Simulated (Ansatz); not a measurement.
LiTaO$_{3}$:
```xyz
10
Lattice="2.5698 1.4837 4.5908 -2.5698 1.4837 4.5908 0.0000 -2.9674 4.5908" Properties=species:S:1:pos:R:3 pbc="T T T"
Li     0.0000     0.0000     9.8760
Li     0.0000     0.0000     2.9898
Ta     0.0000     0.0000     0.0029
Ta     0.0000     0.0000     6.8891
O     -0.6359     1.4367     8.2249
O      1.5622    -0.1677     8.2249
O     -0.9263    -1.2690     8.2249
O     -1.6435     0.2147     5.9295
O      0.6359    -1.5306     5.9295
O      1.0076     1.3160     5.9295
```

This is the PBEsol-relaxed structure. Cartesian axes are those of the cell as given.

Q: All from the program Ansatz at the PBEsol level (PAW), unless another level is named. Give the gap with spin–orbit coupling.

A: 3.67 eV.

Q: Predict the band gap.

A: 3.79 eV (smallest direct gap 3.82 eV).

Q: Give the electron effective mass, band 1 of 2 at the edge.

A: 2.4 along x, 0.58 along z (mₑ).

Q: Give the formation energy from the elements (no fitted shifts).

A: -2724 meV/atom.

Q: What about the valence-band maximum?

A: off the standard path, at k = (0.135, 0.167, 0.177) in fractions of the reciprocal vectors.

Space group R3c. Symmetry was held in the PBEsol relaxation. No spin polarisation was allowed. The references are the lowest solids computed at this level, not always the standard phases (solids in place of the gases). Scalar-relativistic: spin–orbit coupling is off unless named, which matters more the heavier the elements.

Potentials: the later of the program's two PAW sets.
